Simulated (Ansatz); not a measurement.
This guess for B6Pd is about to be relaxed.

```
B Pd
1.0
     3.85901    0.00000    0.00000
     0.00000    3.85901    0.00000
     0.00000    0.00000    3.85901
B Pd
6 1
Direct
  0.28974 0.00000 0.50000
  0.71026 0.00000 0.50000
  0.50000 0.28974 0.00000
  0.50000 0.71026 0.00000
  0.00000 0.50000 0.28974
  0.00000 0.50000 0.71026
  0.50000 0.50000 0.50000
```

Level of theory: Ansatz, DFT PBE, scalar-relativistic, plane waves, PAW. Cutoff 420 eV, Gaussian smearing, Γ-centred meshes. Cell and atoms relax first on a coarse mesh and then on a finer one. In between, the cell is made exact in the group found at 0.06 Å. In metals the finer mesh still leaves noise of several meV/atom or more. The steps can't lower the symmetry of their start. No spin polarisation in the relaxation; trial moments died out in a coarse test.

A guess keeps its type if space group and coordination stay and the shape of the cell changes little (axis ratios within about 15 %, angles within 6°); the volume may change.

Task: Will the relaxed cell still be of the starting type?

Result: It keeps its type. The symmetry stays Pm-3 (No. 200). The volume per atom grows by 3.7 %, from 8.2 to 8.5 Å³. The shortest distance goes from 1.62 Å (B–B) to 1.64 Å (B–B). Counting neighbours within 15 % of an atom's shortest distance, the start has B 1, Pd 12 and the end B 1, Pd 12.

The last run used a 10×10×10 mesh for its 7-atom cell and Gaussian smearing of 0.10 eV. A structure relaxed within its symmetry needn't be a true minimum. Another cell of B6Pd relaxed alike, in Fm-3m, lies 0.40 eV/atom lower, so this cell isn't the stable form at this level.
